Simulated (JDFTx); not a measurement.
Zn(1 0 -1 0) slab cut from bulk Zn (space group P6_3/mmc, indices of the conventional cell, lattice of the Materials Project entry mp-79, not re-optimised): 8 atoms in 8 planes, a 1x1 cell of 12.74 Å² (|a| = 2.614, |b| = 4.873 Å), 7.7 Å between the outermost planes, cell height 23.5 Å, 8×4×1 k mesh, Fermi smearing 0.01 Ha, no spin polarisation.

Computed with JDFTx (a modified build): PBE, GBRV ultrasoft potentials, plane waves to 20/100 Ha. Liquid: linear PCM (GLSSA13), water, 1 M NaF. Between zero charge and 0.88 V from it the run gives σ = 15.7 μC/cm², a mean capacitance of 17.9 μF/cm². The liquid has ε = 78.4, a 1:1 salt at 1 M with linear (Debye) response, and T = 298 K.

Working it through: the Debye length, the diffuse-layer capacitance, and the inner capacitance that is left when the two stand in series.

Each ion has density c = 1 × 6.022×10⁻⁴ = 6.022e-04 Å⁻³. λ² = ε kT / (8π (e²/4πε₀) c) with kT = 0.02568 eV and e²/4πε₀ = 14.40 eV Å gives λ = 3.04 Å; the log prints 3.04 Å. C_diffuse = ε₀ε/λ = 228 μF/cm². Then 1/C_inner = 1/17.9 − 1/228, so C_inner = 19.4 μF/cm², which equals a vacuum gap of ε₀/C_inner = 0.46 Å. The diffuse layer takes 8 % of the potential drop; the rest lies between the electrode's charge and the onset of the dielectric, with the electrode's own (quantum) capacitance in it. The split is a model: in the calculation solvent and ions share one smooth cavity.
